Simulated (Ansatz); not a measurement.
Space group Fd-3m:1 (No. 227). a = 7.744 Å, b = 7.744 Å, c = 7.744 Å, α = 90.00°, β = 90.00°, γ = 90.00°
```json
{"atom": "Si", "site": "16d", "symmetry": ".-3m", "x": "0.3750", "y": "0.8750", "z": "0.1250"}
{"atom": "Si", "site": "8a", "symmetry": "-43m", "x": "0.2500", "y": "0.2500", "z": "0.2500"}
{"atom": "N", "site": "32e", "symmetry": ".3m", "x": "0.3675", "y": "0.8675", "z": "0.3675"}
```

Equation of state of this Si$_{3}$N$_{4}$ structure (not necessarily the ground state), with shape and atoms relaxed at each volume where symmetry leaves them free. All numbers below come from DFT PBEsol, scalar-relativistic, plane waves, PAW (Ansatz 0.2.0).

Settings: cutoff 420 eV, Γ-centred mesh 6×6×6 on the computed 14-atom cell, Gaussian smearing of 0.02 eV; no spin polarisation.

| V (Å³/atom) | E − E(largest V) (meV/atom) | P (GPa) | gap on mesh (eV) |
| --- | --- | --- | --- |
| 7.298 | 74.30 | 50.97 | 3.79 |
| 7.546 | 7.74 | 35.15 | 3.66 |
| 7.795 | -36.04 | 21.58 | 3.53 |
| 8.044 | -60.30 | 9.94 | 3.41 |
| 8.293 | -67.78 | -0.04 | 3.29 |
| 8.542 | -60.88 | -8.61 | 3.18 |
| 8.790 | -41.69 | -15.93 | 3.07 |
| 9.122 | 0.00 | -24.08 | 2.93 |

Task: Fit a third-order Birch–Murnaghan equation to E(V).

Result: V0 = 8.29 Å³/atom, B0 = 307 GPa, B0' = 4.1.

The gaps are read on the mesh, which can miss the band edges, so they can be too wide.

This form isn't the usual stable structure of the compound.